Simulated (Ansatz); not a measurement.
Sr (β-Sn type, I4_1/amd) at seven volumes, the program Ansatz at the r²SCAN level (PAW), shape and atoms relaxed at each. One row is withheld.

```
V (Å³/atom)  P (GPa)
-----------  -------
50.612             ?
52.280          0.53
53.949          0.25
55.617          0.00
57.286         -0.23
58.954         -0.43
60.623         -0.62
```

**Question.** Fit the shown pressures and predict the withheld one.

**Answer.** Third-order Birch–Murnaghan: P = (3/2)B₀(x^(7/2) − x^(5/2))[1 + (3/4)(B′ − 4)(x − 1)] with x = (V₀/V)^(2/3). Least squares on the six rows gives V₀ = 55.613 Å³/atom, B₀ = 7.977 GPa, B′ = 2.38. At V = 50.612, x = 1.0648 and P = 0.84 GPa. The run itself gave 0.85 GPa.

The workflow started from a Materials Project entry (that database holds measured and hypothetical structures alike); the Crystallography Open Database copy checked does not list it. It is not the phase usual at ambient conditions (space group No. 225). The r²SCAN relaxation kept the symmetry of its start; phonons show weakly imaginary modes.

Potentials: the earlier of the program's two PAW sets. The files were generated under PBE; for other functionals the program regenerates the frozen cores, and for LDA and PBEsol the local potential too.
